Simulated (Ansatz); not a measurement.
KLaPdO$_{3}$ in space group C2/m (No. 12; Pearson symbol mS24), r²SCAN in the plane-wave PAW code Ansatz. The conduction-band minimum lies at Y2, with 1 equivalent valley. Second derivatives d²E/dk² of the lowest band at one valley (eV·Å²), along Cartesian directions:

```
direction  d²E/dk²
---------  -------
[100]        3.355
[010]        45.06
[001]       0.4971
[110]        24.23
[101]        1.988
[011]        22.80
```

Find the principal effective masses, the density-of-states mass and the conductivity mass.

Off-diagonal terms follow from H_xy = H[110] − (H_xx + H_yy)/2, and m*/mₑ = 7.620 eV·Å² over each eigenvalue: 0.17, 2.3, 15. One valley's DOS mass (m₁m₂m₃)^(1/3) = 1.8, conductivity mass 3/(Σ 1/mᵢ) = 0.47 mₑ.

What effective density of states Nc follows at 300 K for parabolic valleys?

Nc = 2.509e19 × 1 × (1.8)^(3/2) ≈ 6.1e19 cm⁻³.

The first step of the workflow began from a Materials Project structure, measured or hypothetical; the Crystallography Open Database files this formula in space group No. 12, but the cells were not matched. Whether it is the stable phase at ambient conditions was not checked. Symmetry was held in the r²SCAN relaxation; whether a distortion lowers the energy is not shown. No spin polarisation was allowed. Spin–orbit coupling is left out wherever it is not named.

Potentials: the later of the program's two PAW sets.

Edges and masses are those of Kohn–Sham bands, whose gap is no quasiparticle gap.
